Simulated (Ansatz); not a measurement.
GaN:
```
CELL_PARAMETERS angstrom
     -1.42642     1.42642     2.46910
      1.42642    -1.42642     2.46910
      1.42642     1.42642    -2.46910
ATOMIC_POSITIONS crystal
  Ga 0.75625 0.75625 0.00000
  N  0.35875 0.35875 0.00000
```

Relaxed with r²SCAN.

Give the optical modes at the zone centre with their infrared and Raman activity from DFPT, r²SCAN (plane waves, PAW; program Ansatz).

Transverse frequencies, without the LO–TO term; a row sums one degenerate level.

```tsv
ω (cm⁻¹)	degeneracy	IR ((D/Å)²/amu)	Raman (Å⁴/amu)	activity	symmetry
314	2	47.72	4.3	IR+Raman	E
484	1	15.86	36	IR+Raman	A1
```

How high does the top mode go among those that the LO–TO term moves?

673 cm⁻¹ for q along x, 673 cm⁻¹ for q along y, 703 cm⁻¹ for q along z.

Space group I4mm. The first step of the workflow began from a Materials Project structure, measured or hypothetical; the Crystallography Open Database copy checked does not list it. It is not the phase usual at ambient conditions (space group No. 186, 216). Symmetry was held in the r²SCAN relaxation; whether a distortion lowers the energy is not shown.

Potentials: the later of the program's two PAW sets.
